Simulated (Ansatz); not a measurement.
HfO2 in space group Pca2_1 (No. 29; Hf on 4a, O on 4a, O on 4a) is relaxed with plane-wave PAW r²SCAN (Ansatz code). What lattice parameters of the conventional cell result?

a = 5.247 Å, b = 5.030 Å, c = 5.059 Å.

Give the free coordinates with the occupied sites.

In one choice of origin and axes:

```csv
atom,site,symmetry,x,y,z
Hf,4a,1,0.0326,0.2670,0.2486
O,4a,1,0.3670,0.0700,0.1090
O,4a,1,0.2678,0.5389,0.4984
```

Is it a metal or does it have a gap at this level?

A gap of 4.94 eV, indirect.

The r²SCAN relaxation kept the symmetry of its start. No spin polarisation was allowed. Scalar-relativistic: spin–orbit coupling is off unless named, which matters more the heavier the elements.

Potentials: the later of the program's two PAW sets.
